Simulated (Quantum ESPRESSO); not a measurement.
Hf3AlO7F, finding a planted mistake in a log

Computed values, not a measurement. The program is pw.x of Quantum ESPRESSO 7.5 (plane-wave density functional theory). The cell is made up: 12 atoms on a rutile lattice, with randomly drawn elements, strain and displacements, not relaxed. PseudoDojo standard norm-conserving files (v0.5 for PBE, v0.4.1 for LDA and PBEsol) set the functional; there is no spin polarisation, spin-orbit coupling or dispersion term, and the masses in the input are unused placeholders.

The hafnium pseudopotential is less sure than the others, with forces about 3 percent (worst 6) and pressure in oxides about 1.5 GPa (worst 2.7) from a second method in checks, which no rerun with the same files tests.

Intended input:

```
&control calculation='scf', pseudo_dir='./dojo.nc.sr.pbe.v0_5.standard.upf', outdir='./o', disk_io='low', tprnfor=.true., tstress=.true. /
&system ibrav=0, nat=12, ntyp=4, nbnd=50, ecutwfc=84.00895049, nosym=.true., tot_charge=0,
 occupations='smearing', smearing='fd', degauss=0.0018374661
/
&electrons conv_thr=7.350e-09, electron_maxstep=60, /
ATOMIC_SPECIES
Al 1.0 Al.upf
F 1.0 F.upf
Hf 1.0 Hf.upf
O 1.0 O.upf
CELL_PARAMETERS angstrom
4.8263 0.0121 0.027
0.0121 4.809 -0.0282
0.0358 -0.0373 6.2848
ATOMIC_POSITIONS angstrom
Hf -0.0231 -0.0741 -0.0274
Al 2.4196 2.4263 1.5254
Hf -0.0325 -0.0112 3.1382
Hf 2.5185 2.3557 4.7065
O 1.5141 1.5236 0.0297
O 3.3539 3.343 0.0014
F 3.894 0.9238 1.5441
O 0.9964 3.823 1.5153
O 1.4863 1.4796 3.1127
O 3.3311 3.3467 3.119
O 3.9039 0.9134 4.7859
O 0.9746 3.8295 4.6628
K_POINTS automatic
5 5 4 1 1 1
```

The log is shortened where brackets say so; the opening notice, blank lines, dates and the lines on written files are dropped, and the path of the files is cut. It prints rydbergs, bohrs and kilobars, and counts compression as positive stress. Where no state is partly filled, the Fermi energy that it prints is only some level between the filled and the empty states on the mesh, and need not lie in the true gap.

Log of the intended run:

```
     Program PWSCF v.7.5
     Parallel version (MPI & OpenMP), running on       4 processor cores
     Number of MPI processes:                 4
     Threads/MPI process:                     1
     [start-up lines left out]
     bravais-lattice index     =            0
     lattice parameter (alat)  =       9.1206  a.u.
     unit-cell volume          =     984.2952 (a.u.)^3
     number of atoms/cell      =           12
     number of atomic types    =            4
     number of electrons       =        88.00
     number of Kohn-Sham states=           50
     kinetic-energy cutoff     =      84.0090  Ry
     charge density cutoff     =     336.0358  Ry
     scf convergence threshold =      7.3E-09
     mixing beta               =       0.7000
     number of iterations used =            8  plain     mixing
     Exchange-correlation= PBE
                           (   1   4   3   4   0   0   0)
     [axes and pseudopotential details left out]
   Cartesian axes
     site n.     atom                  positions (alat units)
         1        Hf     tau(   1) = (  -0.0047862  -0.0153531  -0.0056771  )
         2        Al     tau(   2) = (   0.5013270   0.5027152   0.3160540  )
         3        Hf     tau(   3) = (  -0.0067338  -0.0023206   0.6502167  )
         4        Hf     tau(   4) = (   0.5218185   0.4880873   0.9751593  )
         5        O      tau(   5) = (   0.3137127   0.3156810   0.0061537  )
         6        O      tau(   6) = (   0.6949085   0.6926501   0.0002901  )
         7        F      tau(   7) = (   0.8068141   0.1914060   0.3199285  )
         8        O      tau(   8) = (   0.2064483   0.7921033   0.3139613  )
         9        O      tau(   9) = (   0.3079527   0.3065645   0.6449333  )
        10        O      tau(  10) = (   0.6901845   0.6934167   0.6462386  )
        11        O      tau(  11) = (   0.8088653   0.1892512   0.9916106  )
        12        O      tau(  12) = (   0.2019314   0.7934501   0.9661050  )
     number of k points=    50  Fermi-Dirac smearing, width (Ry)=  0.0018
                       cart. coord. in units 2pi/alat
        k(    1) = (   0.0992123   0.1006751   0.0960257), wk =   0.0400000
        k(    2) = (   0.0981353   0.1018037   0.2880252), wk =   0.0400000
     [further k points left out]
     Dense  grid:   102405 G-vectors     FFT dimensions: (  54,  54,  72)
     Estimated max dynamical RAM per process >     299.47 MB
     Estimated total dynamical RAM >       1.10 GB
     Initial potential from superposition of free atoms
     starting charge      87.9920, renormalised to      88.0000
     Starting wfcs are   66 randomized atomic wfcs
     total cpu time spent up to now is        4.6 secs
     per-process dynamical memory:   235.5 Mb
     Self-consistent Calculation
     iteration #  1     ecut=    84.01 Ry     beta= 0.70
     Davidson diagonalization with overlap
     ethr =  1.00E-02,  avg # of iterations =  2.0
     total cpu time spent up to now is       12.7 secs
     total energy              =    -623.60344649 Ry
     estimated scf accuracy    <       3.97885509 Ry
     iteration #  2     ecut=    84.01 Ry     beta= 0.70
     Davidson diagonalization with overlap
     ethr =  4.52E-03,  avg # of iterations =  3.3
     total cpu time spent up to now is       23.2 secs
     total energy              =    -624.20872446 Ry
     estimated scf accuracy    <       6.42504806 Ry
     [iterations 3 to 12 left out]
     iteration # 13     ecut=    84.01 Ry     beta= 0.70
     Davidson diagonalization with overlap
     ethr =  9.51E-11,  avg # of iterations =  3.0
     total cpu time spent up to now is      138.2 secs
     total energy              =    -625.53076950 Ry
     estimated scf accuracy    <          8.6E-09 Ry
     iteration # 14     ecut=    84.01 Ry     beta= 0.70
     Davidson diagonalization with overlap
     ethr =  9.75E-12,  avg # of iterations =  4.1
     total cpu time spent up to now is      149.3 secs
     End of self-consistent calculation
     [lines on levels left out]
     the Fermi energy is    10.4593 ev
!    total energy              =    -625.53076950 Ry
     estimated scf accuracy    <          2.4E-09 Ry
     smearing contrib. (-TS)   =       0.00000000 Ry
     internal energy E=F+TS    =    -625.53076950 Ry
     The total energy is F=E-TS. E is the sum of the following terms:
     one-electron contribution =    -181.50450070 Ry
     hartree contribution      =     137.28615188 Ry
     xc contribution           =    -157.92642703 Ry
     ewald contribution        =    -423.38599365 Ry
     convergence has been achieved in  14 iterations
     Forces acting on atoms (cartesian axes, Ry/au):
     atom    1 type  3   force =     0.11410507   -0.04627918   -0.03769871
     atom    2 type  1   force =    -0.08786541    0.05088760    0.00687168
     atom    3 type  3   force =     0.10460498   -0.06057341    0.04338473
     atom    4 type  3   force =    -0.07455426    0.00419158   -0.00637108
     atom    5 type  4   force =    -0.00510635   -0.01919009    0.04418675
     atom    6 type  4   force =     0.00325695   -0.00315164    0.06596086
     atom    7 type  2   force =    -0.05880153    0.06481875    0.01637032
     atom    8 type  4   force =    -0.01427207    0.01368179    0.01655815
     atom    9 type  4   force =     0.00736393   -0.01177515   -0.04557386
     atom   10 type  4   force =     0.01929484   -0.00270893   -0.06970956
     atom   11 type  4   force =     0.02096720   -0.01748412   -0.02470883
     atom   12 type  4   force =    -0.02899336    0.02758280   -0.00927047
     Total force =     0.273702     Total SCF correction =     0.000052
     Computing stress (Cartesian axis) and pressure
          total   stress  (Ry/bohr**3)                   (kbar)     P=        4.29
  -0.00011331  -0.00034131  -0.00007461          -16.67      -50.21      -10.98
  -0.00034131   0.00000995   0.00006282          -50.21        1.46        9.24
  -0.00007461   0.00006282   0.00019096          -10.98        9.24       28.09
     init_run     :      4.40s CPU      4.58s WALL (       1 calls)
     electrons    :    143.95s CPU    144.64s WALL (       1 calls)
     forces       :      2.00s CPU      2.02s WALL (       1 calls)
     stress       :      6.80s CPU      6.97s WALL (       1 calls)
     [timing details left out]
     PWSCF        :   2m37.27s CPU   2m38.39s WALL
     JOB DONE.
```

A second run was made from an input with one planted mistake. Its log:

```
     Program PWSCF v.7.5
     Parallel version (MPI & OpenMP), running on       4 processor cores
     Number of MPI processes:                 4
     Threads/MPI process:                     1
     [start-up lines left out]
     bravais-lattice index     =            0
     lattice parameter (alat)  =       9.2209  a.u.
     unit-cell volume          =    1017.1328 (a.u.)^3
     number of atoms/cell      =           12
     number of atomic types    =            4
     number of electrons       =        88.00
     number of Kohn-Sham states=           50
     kinetic-energy cutoff     =      84.0090  Ry
     charge density cutoff     =     336.0358  Ry
     scf convergence threshold =      7.3E-09
     mixing beta               =       0.7000
     number of iterations used =            8  plain     mixing
     Exchange-correlation= PBE
                           (   1   4   3   4   0   0   0)
     [axes and pseudopotential details left out]
   Cartesian axes
     site n.     atom                  positions (alat units)
         1        Hf     tau(   1) = (  -0.0047956  -0.0153500  -0.0056768  )
         2        Al     tau(   2) = (   0.5013227   0.5027163   0.3160575  )
         3        Hf     tau(   3) = (  -0.0067425  -0.0023158   0.6502112  )
         4        Hf     tau(   4) = (   0.5218167   0.4880836   0.9751631  )
         5        O      tau(   5) = (   0.3137212   0.3156886   0.0061482  )
         6        O      tau(   6) = (   0.6949085   0.6926541   0.0002869  )
         7        F      tau(   7) = (   0.8068054   0.1914134   0.3199309  )
         8        O      tau(   8) = (   0.2064559   0.7921112   0.3139671  )
         9        O      tau(   9) = (   0.3079419   0.3065688   0.6449237  )
        10        O      tau(  10) = (   0.6901744   0.6934124   0.6462354  )
        11        O      tau(  11) = (   0.8088548   0.1892410   0.9915992  )
        12        O      tau(  12) = (   0.2019268   0.7934433   0.9661047  )
     number of k points=    50  Fermi-Dirac smearing, width (Ry)=  0.0018
                       cart. coord. in units 2pi/alat
        k(    1) = (   0.0992129   0.1006758   0.0960261), wk =   0.0400000
        k(    2) = (   0.0981358   0.1018040   0.2880270), wk =   0.0400000
     [further k points left out]
     Dense  grid:   105731 G-vectors     FFT dimensions: (  54,  54,  72)
     Estimated max dynamical RAM per process >     308.44 MB
     Estimated total dynamical RAM >       1.13 GB
     Initial potential from superposition of free atoms
     starting charge      87.9920, renormalised to      88.0000
     Starting wfcs are   66 randomized atomic wfcs
     total cpu time spent up to now is        5.4 secs
     per-process dynamical memory:   242.4 Mb
     Self-consistent Calculation
     iteration #  1     ecut=    84.01 Ry     beta= 0.70
     Davidson diagonalization with overlap
     ethr =  1.00E-02,  avg # of iterations =  2.0
     total cpu time spent up to now is       15.0 secs
     total energy              =    -623.54535287 Ry
     estimated scf accuracy    <       4.04677845 Ry
     iteration #  2     ecut=    84.01 Ry     beta= 0.70
     Davidson diagonalization with overlap
     ethr =  4.60E-03,  avg # of iterations =  3.7
     total cpu time spent up to now is       28.3 secs
     total energy              =    -624.01122565 Ry
     estimated scf accuracy    <       7.27399709 Ry
     [iterations 3 to 12 left out]
     iteration # 13     ecut=    84.01 Ry     beta= 0.70
     Davidson diagonalization with overlap
     ethr =  4.27E-10,  avg # of iterations =  2.0
     total cpu time spent up to now is      157.6 secs
     total energy              =    -625.52454286 Ry
     estimated scf accuracy    <       0.00000002 Ry
     iteration # 14     ecut=    84.01 Ry     beta= 0.70
     Davidson diagonalization with overlap
     ethr =  2.06E-11,  avg # of iterations =  4.2
     total cpu time spent up to now is      170.2 secs
     End of self-consistent calculation
     [lines on levels left out]
     the Fermi energy is     9.8261 ev
!    total energy              =    -625.52454287 Ry
     estimated scf accuracy    <          4.3E-09 Ry
     smearing contrib. (-TS)   =       0.00000000 Ry
     internal energy E=F+TS    =    -625.52454287 Ry
     The total energy is F=E-TS. E is the sum of the following terms:
     one-electron contribution =    -188.20316912 Ry
     hartree contribution      =     139.10527836 Ry
     xc contribution           =    -157.64632979 Ry
     ewald contribution        =    -418.78032232 Ry
     convergence has been achieved in  14 iterations
     Forces acting on atoms (cartesian axes, Ry/au):
     atom    1 type  3   force =     0.10713319   -0.04871765   -0.03948068
     atom    2 type  1   force =    -0.08828511    0.05129044    0.00438238
     atom    3 type  3   force =     0.10144922   -0.06076637    0.04479949
     atom    4 type  3   force =    -0.06955343    0.00290779   -0.00484899
     atom    5 type  4   force =    -0.00034987   -0.01480227    0.03703657
     atom    6 type  4   force =     0.00441779   -0.00268612    0.05632551
     atom    7 type  2   force =    -0.04793974    0.05305041    0.01532186
     atom    8 type  4   force =    -0.02218739    0.02069118    0.01418134
     atom    9 type  4   force =     0.00819408   -0.01086897   -0.03767246
     atom   10 type  4   force =     0.01912095   -0.00332814   -0.05943494
     atom   11 type  4   force =     0.02168586   -0.01863095   -0.02425827
     atom   12 type  4   force =    -0.03368555    0.03186066   -0.00635181
     Total force =     0.259005     Total SCF correction =     0.000094
     Computing stress (Cartesian axis) and pressure
          total   stress  (Ry/bohr**3)                   (kbar)     P=      -58.82
  -0.00049529  -0.00033314  -0.00007479          -72.86      -49.01      -11.00
  -0.00033314  -0.00037644   0.00006221          -49.01      -55.38        9.15
  -0.00007479   0.00006221  -0.00032782          -11.00        9.15      -48.22
     init_run     :      5.08s CPU      5.28s WALL (       1 calls)
     electrons    :    164.01s CPU    164.79s WALL (       1 calls)
     forces       :      2.24s CPU      2.27s WALL (       1 calls)
     stress       :      7.68s CPU      7.91s WALL (       1 calls)
     [timing details left out]
     PWSCF        :   2m59.19s CPU   3m 0.50s WALL
     JOB DONE.
```

Question: what was wrong in the second input?

Answer: the cell and the positions are scaled by a wrong factor. The input lines that differ, file-writing options aside:

```
- 4.8263 0.0121 0.027
+ 4.8794 0.0122 0.0273
- 0.0121 4.809 -0.0282
+ 0.0122 4.8619 -0.0285
- 0.0358 -0.0373 6.2848
+ 0.0362 -0.0377 6.3539
- Hf -0.0231 -0.0741 -0.0274
+ Hf -0.0234 -0.0749 -0.0277
- Al 2.4196 2.4263 1.5254
+ Al 2.4462 2.453 1.5422
- Hf -0.0325 -0.0112 3.1382
+ Hf -0.0329 -0.0113 3.1727
- Hf 2.5185 2.3557 4.7065
+ Hf 2.5462 2.3816 4.7583
- O 1.5141 1.5236 0.0297
+ O 1.5308 1.5404 0.03
- O 3.3539 3.343 0.0014
+ O 3.3908 3.3798 0.0014
- F 3.894 0.9238 1.5441
+ F 3.9368 0.934 1.5611
- O 0.9964 3.823 1.5153
+ O 1.0074 3.8651 1.532
- O 1.4863 1.4796 3.1127
+ O 1.5026 1.4959 3.1469
- O 3.3311 3.3467 3.119
+ O 3.3677 3.3835 3.1533
- O 3.9039 0.9134 4.7859
+ O 3.9468 0.9234 4.8385
- O 0.9746 3.8295 4.6628
+ O 0.9853 3.8716 4.7141
```

|  | intended run | run with the mistake |
| --- | --- | --- |
| free energy (eV) | -8510.780 | -8510.695 |
| smearing term -TS (eV) | 0.0000 | 0.0000 |
| pressure (GPa) | 0.43 | -5.88 |
| largest force component (eV/Å) | 2.934 | 2.755 |
| largest change of a force component (eV/Å) |  | 0.303 |
| iterations | 14 | 14 |

For scale, a rerun of the intended cell at 1437 eV and a 7 x 7 x 6 mesh moved values by no more than 0.004 eV in energy, 0.03 GPa in stress and 0.002 eV/Å in force.